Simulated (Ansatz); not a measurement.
Band edges of GaN (P6_3mc)

```yaml
crystal:
  lattice:
    - [3.15181, 0.00000, 0.00000]
    - [-1.57591, 2.72955, 0.00000]
    - [0.00000, 0.00000, 5.13840]
  atoms:
    - { symbol: Ga, position: [0.33333, 0.66667, 0.99930] }
    - { symbol: Ga, position: [0.66667, 0.33333, 0.49930] }
    - { symbol: N, position: [0.33333, 0.66667, 0.37570] }
    - { symbol: N, position: [0.66667, 0.33333, 0.87570] }
```

Unless marked otherwise, the numbers come from LDA, all-electron LAPW in Ansatz 0.2.0, with spin-orbit coupling. k mesh 8×8×4, fixed occupations, basis error target 1 meV/atom. The cell was relaxed by PAW under this functional.

Extrema are searched on a 10×10×6 mesh and refined by Newton steps; masses come from band slopes 0.005 Å⁻¹ away, 1/m* = (1/ħ²) d²E/dk², negative for holes (the finite step makes the lightest masses up to about 3 % heavy). k is in units of the reciprocal vectors.

Q: Where are the band edges, and is the gap direct?

A: The valence maximum lies at Gamma (0.000, 0.000, 0.000) and the conduction minimum at Gamma (0.000, 0.000, 0.000), so the Kohn-Sham gap of 2.132 eV is direct.

Q: What are the electron masses at the edge?

A: The principal masses are 0.176, 0.196, 0.196 mₑ. One valley has a density-of-states mass (m₁m₂m₃)^(1/3) = 0.189; the direction-averaged conductivity mass 3/Σ(1/mᵢ) is 0.189 mₑ.

Q: What are the hole masses at the edge?

A: The principal masses are 0.368, 0.368, 2.06 mₑ. One valley has a density-of-states mass (m₁m₂m₃)^(1/3) = 0.653; the direction-averaged conductivity mass 3/Σ(1/mᵢ) is 0.506 mₑ. Another band lies 5 meV away, so these masses hold only close to the edge.

Q: What gap does PAW give in the same cell?

A: 2.126 eV, -6 meV from the LAPW value.

Q: What does spin-orbit coupling change?

A: The gap goes from 2.135 to 2.132 eV. The valence levels at the maximum lie at 0.000, -0.005, -0.057 eV (pairs).

Known limits: semilocal gaps are low, and what follows the gap (onsets, screening, light masses) shifts with it; the frozen-core PAW files of the compared runs were fitted under PBE, their cores solved anew for this functional.
